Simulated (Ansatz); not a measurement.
What DFT gives for K$_{2}$BC$_{2}$

```yaml
crystal:
  lattice:
    - [0.00000, 3.87151, 0.00000]
    - [3.87151, 0.00000, 0.00000]
    - [1.93575, 1.93575, -6.21258]
  atoms:
    - { symbol: B, position: [0.00000, 0.00000, 0.00000] }
    - { symbol: K, position: [0.34759, 0.34759, 0.30482] }
    - { symbol: K, position: [0.65241, 0.65241, 0.69518] }
    - { symbol: C, position: [0.13816, 0.13816, 0.72368] }
    - { symbol: C, position: [0.86184, 0.86184, 0.27632] }
```

Single point in Ansatz 0.2.0 with PBE, no spin polarisation. Cutoff 420 eV, PAW datasets, 9×9×9 Γ-centred k mesh, fermi-dirac filling (width 0.1 eV).

**Stress.** The pressure is -1.8 GPa (compression positive), so with the atoms held at these fractions the cell would first shrink; the forces are large, so a full relaxation may end otherwise. The principal stresses -22.6, 8.7, 8.7 GPa differ, so its shape would change too.
**Electronic structure.** It is a metal, with about 2.6 states/eV a cell as the mean within 0.25 eV of the Fermi level, mostly C p (90 %).
**Charges.** Bader charges in e: K +0.73, B +0.56, C -1.01. In the mean K gives up most and C takes most.
**Forces.** The largest is on C4 (and as large on other atoms): 6.50 eV/Å, components (0.00, 0.00, -6.50). It makes 0° with the line to a nearest neighbour, B1 at 1.72 Å, pointing towards it.

Origin: a known structure type with other elements, at an estimated volume, so it need not be a known compound. Caveats: atoms or cell far from equilibrium.

Run time, from a saved density: 34 s on 1 thread of Intel(R) Xeon(R) 6975P-C (Granite Rapids) (shared host), peak memory 0.51 GiB. The time holds forces, stress, Bader, DOS, bands, ELF.
